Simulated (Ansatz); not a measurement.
Trial structure of MgSI, not yet relaxed:

```cif
data_structure
_symmetry_space_group_name_H-M 'Cmmm'
_symmetry_Int_Tables_number 65
_cell_length_a 4.1123
_cell_length_b 5.0519
_cell_length_c 8.2464
_cell_angle_alpha 90.000
_cell_angle_beta 90.000
_cell_angle_gamma 90.000
_cell_volume 171.32
loop_
_atom_site_label
_atom_site_type_symbol
_atom_site_symmetry_multiplicity
_atom_site_Wyckoff_symbol
_atom_site_fract_x
_atom_site_fract_y
_atom_site_fract_z
_atom_site_occupancy
Mg1 Mg 2 b 0.50000 0.00000 0.00000 1
S1 S 2 a 0.00000 0.00000 0.00000 1
I1 I 2 d 0.00000 0.00000 0.50000 1
```

Method: DFT PBE, scalar-relativistic, plane waves, PAW in Ansatz. Plane waves to 420 eV, a k mesh through Γ of 6×6×2 on the computed 3-atom cell and Gaussian smearing (0.10 eV); no spin polarisation.

Energies over the elements count from the elements' standard structures at the same level, with no fitted energy shifts.

Q: How far from equilibrium is it?

A: The pressure is 13.6 GPa (the mean over three directions, positive in compression), the largest force is 0.00 eV/Å (symmetry fixes the atoms), and the energy is −0.21 eV/atom against the elements. The shortest distance is 2.06 Å.

Q: How much does it gain on relaxing, and where does it end?

A: Relaxing gains about 0.44 eV/atom (the start's value is from the coarse mesh, so the gain is rough) in 21 ionic steps and ends at −0.65 eV/atom on the finer mesh. The symmetry goes from Cmmm (No. 65) to P4/mmm (No. 123). The volume per atom grows by 36.2 %, from 28.6 to 38.9 Å³. The shortest distance goes from 2.06 Å (Mg–S) to 2.44 Å (Mg–S). Conventional cell: a = 3.450 Å, c = 9.804 Å. Mg has 4 S at 2.44 Å; S has 4 Mg at 2.44 Å; I is surrounded by 4 I at 3.45 Å.

The last run used a 14×14×6 mesh (in the run's order of axes) for its 3-atom cell and Gaussian smearing of 0.10 eV. No dispersion correction is applied, so the spacing and binding between layers, chains or molecules are poorly described. Spin–orbit coupling, which can matter for I, is left out. An odd number of electrons in the primitive cell allows no gap without spin; a larger cell or a magnetic state could open one. The reference forms of I and S are held partly by dispersion forces, which this level lacks. The relaxation can't lower the symmetry of the start. Symmetry constrained the relaxation, so the result can be a saddle point.
